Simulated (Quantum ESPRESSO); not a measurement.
**Band energies of GaAs**

```
GaAs
1.0
    0.00000     2.83023     2.83023
    2.83023     0.00000     2.83023
    2.83023     2.83023     0.00000
Ga As
1 1
Direct
  0.00000   0.00000   0.00000
  0.75000   0.75000   0.75000
```

PBEsol (Quantum ESPRESSO, PseudoDojo norm-conserving, 84 Ry, with spin-orbit coupling); path ΓXWKΓLUWLK,UX; energies in eV from the valence-band maximum.

```
k (1/Å)  point  band 28  band 29  band 30  band 31  band 32  band 33  band 34  band 35
-------  -----  -------  -------  -------  -------  -------  -------  -------  -------
0.00         Γ     0.00     0.31     0.31     3.47     3.47     3.66     3.66     3.66
0.22              -0.48     1.84     1.84     3.09     3.09     4.21     4.21     4.28
0.56              -1.75     1.80     1.80     3.08     3.08     6.45     6.45     6.47
0.89              -2.58     1.23     1.23     1.91     1.91     8.93     8.93     9.01
1.11         X    -2.75     1.25     1.25     1.47     1.47     9.95     9.95    10.01
1.22              -2.83     1.44     1.46     1.66     1.69     9.49     9.58     9.58
1.55              -3.39     3.69     3.74     3.83     3.93     6.09     6.15     6.49
1.67         W    -3.45     4.35     4.52     4.55     4.56     5.18     5.28     5.84
1.80              -3.14     3.36     3.40     4.52     4.61     5.91     5.97     6.40
2.06         K    -2.37     1.77     1.77     4.42     4.49     7.73     7.76     7.92
2.16              -2.13     1.99     2.00     5.47     5.60     7.17     7.18     7.35
2.49              -1.23     2.57     2.61     5.27     5.33     5.35     5.35     5.48
2.81              -0.44     2.18     2.24     3.96     4.01     4.16     4.17     5.34
3.13              -0.06     0.93     0.94     3.52     3.53     3.67     3.67     3.79
3.23         Γ     0.00     0.31     0.31     3.47     3.47     3.66     3.66     3.66
3.34              -0.05     0.91     0.91     3.55     3.55     3.70     3.70     3.73
3.66              -0.59     1.35     1.35     4.31     4.31     4.44     4.44     5.31
3.98              -1.05     0.91     0.91     4.48     4.48     4.58     4.58     7.45
4.20         L    -1.15     0.81     0.81     4.44     4.44     4.53     4.53     7.48
4.29              -1.27     1.11     1.13     4.38     4.38     4.60     4.60     7.63
4.58              -1.84     2.20     2.21     4.76     4.81     6.02     6.02     7.07
4.78              -2.23     1.90     1.91     5.02     5.11     7.05     7.10     7.39
4.88         U    -2.37     1.77     1.77     4.42     4.49     7.73     7.76     7.92
5.07              -2.89     2.75     2.77     4.49     4.56     6.43     6.48     6.84
5.27         W    -3.45     4.35     4.52     4.55     4.56     5.18     5.28     5.84
5.37              -3.21     4.04     4.16     4.59     4.66     5.26     5.32     6.15
5.66              -2.04     2.83     2.88     3.97     3.99     6.14     6.23     7.47
5.96              -1.27     1.11     1.14     4.37     4.38     4.61     4.61     7.63
6.05         L    -1.15     0.81     0.81     4.44     4.44     4.53     4.53     7.48
6.14              -1.25     1.04     1.06     4.40     4.40     4.58     4.58     7.60
6.39              -1.74     2.20     2.22     4.49     4.52     5.70     5.70     7.37
6.65              -2.25     1.88     1.89     4.95     5.04     7.15     7.20     7.47
6.73         K    -2.37     1.77     1.77     4.42     4.49     7.73     7.76     7.92
6.73         U    -2.37     1.77     1.77     4.42     4.49     7.73     7.76     7.92
6.83              -2.55     1.59     1.59     3.34     3.38     8.30     8.37     8.60
7.13         X    -2.75     1.25     1.25     1.47     1.47     9.95     9.95    10.01
```

The PBEsol gap is direct, 0.31 eV at Γ.

Geometry relaxed with PBEsol.
